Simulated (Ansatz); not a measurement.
A relaxed cell of MgCd₂Se₃ is given with its symmetry left out. The cell was found from a structure generator's guess, not taken from experiment.

These are results of Ansatz, DFT PBE, scalar-relativistic, plane waves, PAW, not measurements. Cutoff 420 eV, Γ-centred mesh, Gaussian smearing, no spin polarisation.

```cif
data_structure
_symmetry_space_group_name_H-M 'P 1'
_symmetry_Int_Tables_number 1
_cell_length_a 4.3425
_cell_length_b 4.3425
_cell_length_c 21.1686
_cell_angle_alpha 90.000
_cell_angle_beta 90.000
_cell_angle_gamma 120.000
_cell_volume 345.70
loop_
_atom_site_label
_atom_site_type_symbol
_atom_site_fract_x
_atom_site_fract_y
_atom_site_fract_z
_atom_site_occupancy
Mg1 Mg 0.66667 0.33333 0.33182 1
Mg2 Mg 0.33333 0.66667 0.83182 1
Cd1 Cd 0.66667 0.33333 0.99846 1
Cd2 Cd 0.66667 0.33333 0.66887 1
Cd3 Cd 0.33333 0.66667 0.16887 1
Cd4 Cd 0.33333 0.66667 0.49846 1
Se1 Se 0.66667 0.33333 0.12528 1
Se2 Se 0.66667 0.33333 0.45489 1
Se3 Se 0.66667 0.33333 0.79568 1
Se4 Se 0.33333 0.66667 0.29568 1
Se5 Se 0.33333 0.66667 0.62528 1
Se6 Se 0.33333 0.66667 0.95489 1
```

Energies over the elements count from the elements' standard structures at the same level, with no fitted energy shifts.

Problem. What space group does it have?

Solution. P6_3mc (No. 186), with Mg and Cd ordered on wurtzite sites. Conventional cell: a = 4.342 Å, c = 21.169 Å. Around Mg lie 4 Se at 2.61–2.62 Å; Cd on its first site is surrounded by 4 Se at 2.67–2.68 Å; around Cd on its second site lie 4 Se at 2.67–2.68 Å; around Se on its first site lie 4 Cd at 2.67–2.68 Å; 2 more sites not described.

Problem. What is its formation energy per atom?

Solution. −0.837 eV/atom. A negative formation energy is needed for stability but isn't enough: competing phases decide.

Problem. Is it a metal?

Solution. No, the gap on the 6×6×2 mesh is 1.01 eV.

The last run used a 6×6×2 mesh (in the run's order of axes) for its 12-atom cell and Gaussian smearing of 0.02 eV. Kohn–Sham gaps at this level usually fall short of measured ones. The reference form of Se is held partly by dispersion forces, which this level lacks. Symmetry constrained the relaxation, so the result can be a saddle point.
